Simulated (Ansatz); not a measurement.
SrSi$_{2}$Pd$_{2}$:
Space group I4/mmm (No. 139); a = b = 4.3061 Å, c = 9.9805 Å, α = β = γ = 90.00°

```csv
atom,site,symmetry,x,y,z
Sr,2a,4/mmm,0.0000,0.0000,0.0000
Si,4e,4mm,0.0000,0.0000,0.3733
Pd,4d,-4m2,0.0000,0.5000,0.2500
```
(The calculation used a cell of 5 atoms; values per cell refer to that cell.)

Relaxed with r²SCAN.

Q: Which orbitals make up the states near the Fermi level in r²SCAN in the plane-wave PAW code Ansatz?

A: Within 0.5 eV of the Fermi level: Si 3p 53 %, Pd 4d 27 %, outside the projected shells 14 %. Projections are on Löwdin-orthogonalised atomic valence shells; empty p or d shells of many metals are not among them.

Q: Tabulate the density of states.

A: States/eV per cell of 5 atoms, in 0.25 eV bins, energy from the Fermi level.

| E (eV) | total | Pd 4d | Si 3p | Si 3s |
|---|---|---|---|---|
| -7.85 | 2.47 | 0.71 | 0.34 | 1.34 |
| -7.60 | 1.32 | 0.36 | 0.17 | 0.75 |
| -7.35 | 0.11 | 0.03 | 0.01 | 0.07 |
| -7.10 | 0.00 | 0.00 | 0.00 | 0.00 |
| -6.85 | 0.00 | 0.00 | 0.00 | 0.00 |
| -6.60 | 0.00 | 0.00 | 0.00 | 0.00 |
| -6.35 | 0.00 | 0.00 | 0.00 | 0.00 |
| -6.10 | 0.00 | 0.00 | 0.00 | 0.00 |
| -5.85 | 0.47 | 0.24 | 0.20 | 0.00 |
| -5.60 | 3.46 | 1.87 | 1.38 | 0.02 |
| -5.35 | 3.47 | 1.95 | 1.30 | 0.02 |
| -5.10 | 4.88 | 3.06 | 1.55 | 0.02 |
| -4.85 | 5.83 | 4.14 | 1.50 | 0.01 |
| -4.60 | 5.61 | 4.14 | 1.33 | 0.01 |
| -4.35 | 6.95 | 5.47 | 1.29 | 0.04 |
| -4.10 | 10.46 | 8.28 | 1.80 | 0.14 |
| -3.85 | 5.75 | 4.55 | 0.90 | 0.11 |
| -3.60 | 7.93 | 6.64 | 0.95 | 0.13 |
| -3.35 | 10.56 | 9.53 | 0.66 | 0.13 |
| -3.10 | 9.54 | 8.50 | 0.70 | 0.14 |
| -2.85 | 5.61 | 4.27 | 1.02 | 0.13 |
| -2.60 | 3.21 | 1.90 | 1.00 | 0.13 |
| -2.35 | 1.53 | 0.86 | 0.50 | 0.07 |
| -2.10 | 1.17 | 0.63 | 0.37 | 0.08 |
| -1.85 | 0.82 | 0.41 | 0.29 | 0.05 |
| -1.60 | 0.63 | 0.18 | 0.31 | 0.07 |
| -1.35 | 2.32 | 0.72 | 0.97 | 0.32 |
| -1.10 | 2.70 | 0.82 | 1.30 | 0.25 |
| -0.85 | 3.05 | 1.21 | 1.40 | 0.14 |
| -0.60 | 2.93 | 1.06 | 1.42 | 0.11 |
| -0.35 | 2.76 | 0.84 | 1.45 | 0.11 |
| -0.10 | 2.69 | 0.75 | 1.43 | 0.12 |
| 0.15 | 2.62 | 0.67 | 1.41 | 0.11 |
| 0.40 | 2.07 | 0.48 | 1.07 | 0.11 |
| 0.65 | 1.68 | 0.35 | 0.86 | 0.09 |
| 0.90 | 1.57 | 0.29 | 0.80 | 0.08 |
| 1.15 | 1.53 | 0.27 | 0.79 | 0.07 |
| 1.40 | 1.35 | 0.22 | 0.71 | 0.05 |
| 1.65 | 1.29 | 0.20 | 0.66 | 0.04 |
| 1.90 | 1.04 | 0.15 | 0.52 | 0.02 |
| 2.15 | 0.85 | 0.11 | 0.42 | 0.01 |
| 2.40 | 0.72 | 0.09 | 0.36 | 0.01 |
| 2.65 | 0.74 | 0.08 | 0.33 | 0.02 |
| 2.90 | 1.65 | 0.13 | 0.59 | 0.15 |
| 3.15 | 2.36 | 0.15 | 0.85 | 0.28 |
| 3.40 | 1.91 | 0.11 | 0.66 | 0.19 |
| 3.65 | 1.68 | 0.09 | 0.49 | 0.13 |
| 3.90 | 1.70 | 0.08 | 0.40 | 0.10 |
| 4.15 | 2.18 | 0.11 | 0.39 | 0.12 |
| 4.40 | 3.03 | 0.13 | 0.45 | 0.16 |
| 4.65 | 3.22 | 0.12 | 0.41 | 0.14 |

The first step of the workflow began from a Materials Project structure, measured or hypothetical; the Crystallography Open Database files this formula in space group No. 139, but the cells were not matched. Its standing as an ambient phase is unchecked. Symmetry was held in the r²SCAN relaxation; its stability against distortions is not shown here. No spin polarisation was allowed. Spin–orbit coupling is left out wherever it is not named.

Potentials: the later of the program's two PAW sets.
